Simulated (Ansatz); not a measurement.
Given:

CdS:
```
CdS
1.0
    3.90111     0.00000     0.00000
    0.00000     3.90111     0.00000
    0.00000     0.00000     7.02914
Cd S
2 2
Direct
  0.00000   0.50000   0.00000
  0.50000   0.00000   0.50000
  0.00000   0.00000   0.25000
  0.00000   0.00000   0.75000
```

This is the PBE-relaxed structure.

Q: All from PBE in the plane-wave PAW code Ansatz, unless another level is named. Give the electronic character.

A: metallic (no gap).

Q: Next, the formation energy from the elements (no fitted shifts)?

A: -0.34 eV/atom.

Q: Give the density of states at the Fermi level.

A: 0.05 states/eV per atom (mean over ±0.08 eV).

Space group P4_2/mmc. The cell is a constructed one: a structure type filled with these elements; neither database checked (COD, Materials Project) lists it. It is not the phase usual at ambient conditions (space group No. 186, 216). The cell was relaxed with PBE under the symmetry of its start; its stability against distortions is not shown here. A small band overlap can be real or an error of a semilocal functional. The references are the lowest solids computed at this level, not always the standard phases. Spin–orbit coupling is left out wherever it is not named.

Potentials: the later of the program's two PAW sets.
